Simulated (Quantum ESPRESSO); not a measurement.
# Moving one atom in Ge6BN

Calculated results; nothing here was measured. They come from pw.x of Quantum ESPRESSO 7.5, a plane-wave density functional program, with PseudoDojo standard norm-conserving files (v0.5 for PBE, v0.4.1 for LDA and PBEsol). The cells are made up: elements, strain and atom displacements were drawn at random, and nothing was relaxed. There is no spin polarisation, spin-orbit coupling or dispersion term.

The cell has 8 sites of a zincblende or diamond lattice. Sites 1 to 4 hold Ge Ge B N; sites 5 to 8 hold Ge Ge Ge Ge. Cell vectors in Å: (5.673, 0.000, 0.000); (0.000, 5.673, 0.000); (0.000, 0.000, 5.673). Settings: PBE, cutoff 1143 eV, 6 x 6 x 6 k mesh shifted by half a step, Fermi-Dirac smearing of 0.1 eV.

Each run shifts the Ge atom on site 6 along z and leaves all else fixed. Site 2 is one of its nearest neighbours. E is the free energy of the cell above the lowest run shown.

```
run,shift (Å),Fz on site 6 (eV/Å),Fz on site 2 (eV/Å),P (GPa),E (meV)
1,-0.1020,2.284,-1.148,-6.46,309.1
3,-0.0392,1.798,-0.878,-6.75,180.9
4,0.0389,1.188,-0.555,-7.03,64.3
5,0.0679,0.962,-0.441,-7.11,33.2
6,0.0820,0.853,-0.387,-7.14,20.4
7,0.1092,0.644,-0.286,-7.20,0.0
2,-0.0825,?,?,?,?
```

A rerun of one of these cells at 1437 eV and k mesh 8 x 8 x 8 moved values by no more than 0.004 eV in the cell's energy, 0.02 GPa in stress and 0.005 eV/Å in force.

## Worked fit

A parabola through the six runs shown gives Fz on site 6 = 1.491 - 7.78 u + 0.1 u² eV/Å, with u in Å and a scatter of 0.002 eV/Å. Minus the slope, 7.78 ± 0.05 eV/Å², is this atom's force constant along z at u = 0, with its periodic images moving too. The fitted force does not vanish within the range. The error is the larger of the fit's own and the change that a cubic makes, rounded up.

## Withheld run

Question: what Fz on site 6 should run 2 give?

The fit gives 2.134 eV/Å. The calculation gave 2.134 eV/Å.

```
run  shift (Å)  Fz on site 6 (eV/Å)  Fz on site 2 (eV/Å)  P (GPa)  E (meV)
  2    -0.0825                2.134               -1.064    -6.56    266.0
```